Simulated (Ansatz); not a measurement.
## Sr2CdPt2: reading a single point

```
Pt Cd Sr
1.0
    -2.26139    2.94358    4.55660
     4.52277    0.00000    0.00000
     2.26139    2.94358   -4.55660
Pt Cd Sr
2 1 2
Direct
  0.73034 0.50000 0.73034
  0.26966 0.50000 0.26966
  0.00000 0.00000 0.00000
  0.69995 0.19995 0.30005
  0.30005 0.80005 0.69995
```

Single point in Ansatz 0.2.0 with PBEsol, no spin polarisation. Cutoff 420 eV, PAW datasets, 8×8×8 Γ-centred k mesh, fermi-dirac filling (width 0.1 eV).

Problem. What is the formation energy?

Solution. -0.70 eV an atom against the elements' usual phases (free molecules for gases, crystals otherwise, with no correction for O₂ or N₂), so it is bound against them; other compounds may still compete. Relaxing would lower it.

Problem. Is the cell too large or too small?

Solution. The pressure is -0.4 GPa (compression positive), so with the atoms held at these fractions the cell is close to zero pressure.

Problem. Where is the largest force?

Solution. The largest is on Pt2 (and as large on other atoms): 0.09 eV/Å, components (0.00, 0.09, 0.00). It makes 0° with the line to a nearest neighbour, Pt1 at 2.71 Å, pointing towards it.

Problem. What happens at the Fermi level?

Solution. It is a metal, with about 2.4 states/eV a cell as the mean within 0.25 eV of the Fermi level.

Problem. How is the charge shared?

Solution. Bader charges in e: Sr +1.26, Cd -0.06, Pt -1.23. In the mean Sr gives up most and Pt takes most.

Problem. What do density and ELF say about some of the short contacts?

Solution. Pt–Pt at 2.71 Å: least valence density 0.44 e/Å³ and ELF 0.36 there. Pt–Cd at 2.76 Å: least valence density 0.33 e/Å³ and ELF 0.23 there. Pt–Sr at 3.16 Å: least valence density 0.15 e/Å³ and ELF 0.12 there. Both are smooth PAW fields, read partly inside the augmentation spheres.

Origin: a database entry at a rescaled volume.
